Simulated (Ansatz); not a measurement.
## TiO₂ under pressure

The calculation used DFT r2SCAN, scalar-relativistic, plane waves, PAW (Ansatz). (500 eV cutoff, 8×8×8 k-mesh, Gaussian smearing of 0.02 eV, no spin polarisation)

Reference structure (relaxed):

```
Ti O
1.0
    -4.34890    4.34890    1.88088
     4.34890   -4.34890    1.88088
     4.34890    4.34890   -1.88088
Ti O
4 8
Direct
  0.29114 0.00130 0.29244
  0.00130 0.70886 0.71016
  0.99870 0.29114 0.28984
  0.70886 0.99870 0.70756
  0.49948 0.15119 0.65067
  0.16053 0.84021 0.00074
  0.15119 0.50052 0.65171
  0.15979 0.16053 0.32033
  0.84021 0.83947 0.67967
  0.84881 0.49948 0.34829
  0.83947 0.15979 0.99926
  0.50052 0.84881 0.34933
```

Cell and atoms are relaxed at each pressure within the symmetry of the start, at zero temperature, so transitions that lower the symmetry aren't seen. The k-mesh given is that at zero pressure and may differ at others. a, b and c are the lengths of the cell vectors above. Gaps are generalised Kohn–Sham gaps over the whole zone.

| P (GPa) | V (Å³/atom) | V/V0 | a (Å) | b (Å) | c (Å) |
| --- | --- | --- | --- | --- | --- |
| -2 | 11.99 | 1.011 | 6.460 | 6.460 | 6.460 |
| 0 | 11.86 | 1.000 | 6.431 | 6.431 | 6.431 |
| 2 | 11.74 | 0.990 | 6.408 | 6.408 | 6.408 |
| 5 | 11.58 | 0.976 | 6.372 | 6.372 | 6.372 |
| 10 | 11.33 | 0.955 | 6.319 | 6.319 | 6.319 |

Q: What bulk modulus and pressure derivative fit these points?

A: A third-order Birch–Murnaghan fit gives B0 = 194 GPa and B0' = 5.0.

Q: What does pressure do to the gap?

A: The gaps are 2.12 eV at -2 GPa, 2.09 eV at 0 GPa, 2.08 eV at 2 GPa, 2.06 eV at 5 GPa, 2.04 eV at 10 GPa.

This form isn't the usual stable structure of the compound.

1 further run of this set didn't finish or converge.